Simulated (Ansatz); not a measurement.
BN:
```cif
data_B4N4
_chemical_formula_sum 'B4 N4'
_space_group_name_H-M_alt 'P63mc'
_space_group_IT_number 186
_space_group_name_Hall 'P 6c -2c'
_cell_length_a 2.55861
_cell_length_b 2.55861
_cell_length_c 8.40933
_cell_angle_alpha 90.000
_cell_angle_beta 90.000
_cell_angle_gamma 120.000
loop_
_atom_site_label
_atom_site_type_symbol
_atom_site_symmetry_multiplicity
_atom_site_Wyckoff_symbol
_atom_site_fract_x
_atom_site_fract_y
_atom_site_fract_z
_atom_site_occupancy
B1 B 2 a 0.00000 0.00000 0.49978 1
B2 B 2 b 0.33333 0.66667 0.25047 1
N1 N 2 a 0.00000 0.00000 0.31315 1
N2 N 2 b 0.33333 0.66667 0.06223 1
```

Relaxed with PBE.

**Question.** Decompose the optical modes at the zone centre into irreducible representations, and say which are infrared and Raman allowed.

**Answer.** Point group 6mm: Γ_opt = 3A1 + 4B1 + 3E1 + 4E2. Infrared: A1, E1. Raman: A1, E1, E2.

**Question.** Assign frequencies (DFPT, the program Ansatz at the PBE level (PAW); without the LO–TO term).

**Answer.** E2 340, E2 350, E1 477, B1 619, B1 626, A1 949, E1 954, E2 983, E2 1004, A1 1018, E1 1034, A1 1116, B1 1210, B1 1224 cm⁻¹.

Subscripts of B labels follow the axes of the standard setting.

Space group P6_3mc. A made-up cell: these elements were put on the sites of a structure type. Its sites differ from those of the usual phase in this space group: another stacking or structure type. Symmetry was held in the PBE relaxation; phonons on a q-mesh show no instability.

Potentials: the later of the program's two PAW sets.
